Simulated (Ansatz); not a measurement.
Li$_{3}$Au, DFT, PBEsol, all-electron LAPW, scalar-relativistic (Ansatz 0.2.0), run on 1 thread of Arm Neoverse V1 on a shared host.

The cell is COD entry 1510223, as deposited and not checked against the literature; nothing was relaxed. The listed cell was then made from it by scaling, straining or moving an atom.

Command: `ansatz run input.yaml --threads 1 --pin off --max-ram 4096MiB --backend cpu --events-out ev --progress --plain --runs-dir out`

```yaml
crystal:
  lattice:
    - [0.0, 3.18251, 3.151]
    - [3.18251, 0.0, 3.151]
    - [3.18251, 3.18251, 0.0]
  atoms:
    - { symbol: Li, position: [0.25, 0.25, 0.25] }
    - { symbol: Li, position: [0.75, 0.75, 0.75] }
    - { symbol: Li, position: [0.5, 0.5, 0.5] }
    - { symbol: Au, position: [0.0, 0.0, 0.0] }
kpoints:
  mp_grid: { grid: [10, 10, 10] }
  band_path:
    path:
      - [0.0, 0.0, 0.0]
      - [0.0, 0.5, 0.5]
      - [0.25, 0.75, 0.5]
      - [0.0, 0.5, 0.0]
      - [0.0, 0.0, 0.0]
      - [0.5, 0.5, 0.0]
      - [0.3775125, 0.6224875, 0.0]
      - [-0.3775125, 0.3775125, 0.0]
      - [0.0, 0.0, 0.0]
    npoints: 5
scf:
  occupations: { method: fermi_dirac, width: 0.03 }
hamiltonian:
  xc: pbesol
  pseudopotentials: { kind: all_electron, lapw: { basis_error: 0.001 } }
output:
  forces: true
  stress: true
  eigenvalues: true
```

(1) How large is the problem that the program sets up?

(2) Estimate the wall time and the peak memory.

Results:

(1) 102 irreducible k-points, 331 plane waves at Γ, 26 bands.

(2) 31 s of wall time for 9 SCF iterations, with a peak of 0.48 GiB. Times on shared machines scatter by tens of per cent.
